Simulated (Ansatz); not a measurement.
Two-dimensional strain map in Pt

These are results of DFT PBEsol, scalar-relativistic, plane waves, PAW in Ansatz, not measurements. The runs took a 420 eV cutoff, a Γ-centred 22×22×22 mesh and Gaussian smearing (0.15 eV). Spin–orbit coupling is left out, which can shift energies with elements as heavy as these. No spin polarisation. Energies are free energies at this smearing, counted from the undisturbed cell; pressure is positive in compression.

The starting cell (as given, not relaxed at this level; it stands at -10.9 GPa; this bcc form isn't the usual structure):

```
Pt
1.0
    -1.58422    1.58422    1.58422
     1.58422   -1.58422    1.58422
     1.58422    1.58422   -1.58422
Pt
1
Cartesian
  0.0000 0.0000 0.0000
```

The cell is strained by p along both x and y and by q along z, fractional coordinates fixed. Points are written (p, q). At -11 GPa the given cell is far from its own equilibrium, so these figures belong to a strongly strained crystal.

Energy above the undisturbed cell in meV/atom (a dash: not computed):

```csv
p \ q,-0.030,-0.015,0.000,0.015,0.030
-0.030,5.4,-12.3,-24.5,-31.6,-33.5
-0.015,-22.3,-24.8,-22.9,-16.8,-6.7
0.000,-25.6,-14.6,0.0,17.9,39.0
0.015,-7.7,15.3,41.2,69.7,100.6
0.030,28.5,62.2,98.1,136.0,175.6
```

Pressure in GPa:

```csv
p \ q,-0.030,-0.015,0.000,0.015,0.030
-0.030,14.6,9.4,4.6,0.2,-3.8
-0.015,4.6,0.2,-3.8,-7.5,-10.9
0.000,-3.8,-7.5,-10.9,-14.0,-16.8
0.015,-10.9,-14.0,-16.8,-19.4,-21.7
0.030,-16.8,-19.4,-21.7,-23.8,-25.6
```